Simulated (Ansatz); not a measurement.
# Sc: energy along a strain

Sc, P6_3/mmc, a = 3.309 Å, c = 5.268 Å (as given, not relaxed at this level: -0.6 GPa). Ansatz: PBE, PAW, 420 eV, Γ-centred 18×18×10 mesh on 2 atoms, Gaussian smearing 0.15 eV; no spin polarisation. Cell vectors (Å): 3.309 0.000 0.000; -1.654 2.866 0.000; 0.000 0.000 5.268. The cell is strained by x per cent times the pattern (0 0 1 0 0 0) in the order xx yy zz yz xz xy (engineering shears), with fractional coordinates held. y is the free energy over the start, V0 = 24.974 Å³/atom.

```
x (%) y (meV/atom)
-2.00         -2.16
-1.50         -2.20
-1.00         -1.85
-0.50         -1.11
 0.00          0.00
 0.50          1.47
 1.00          3.29
 1.50          5.44
 1.75             ?
 2.00          7.92
```

Task: Fit y = c1 x + c2 x² + c3 x³ to the other rows, get the stiffness along the pattern, and predict the missing energy.

Result: Least squares on the rows shown. y = 2.584 x + 0.7200 x² − 0.01616 x³. The clamped-ion stiffness p·C·p = 2 × 7.200 eV × 160.2 / 24.974 Å³ = 92 GPa, which is C33 in these axes (second derivative at the start, which stands under stress). At x = 1.75 the fit asked for gives 6.64 meV/atom. The run gave 6.64 meV/atom, the same to the digits shown.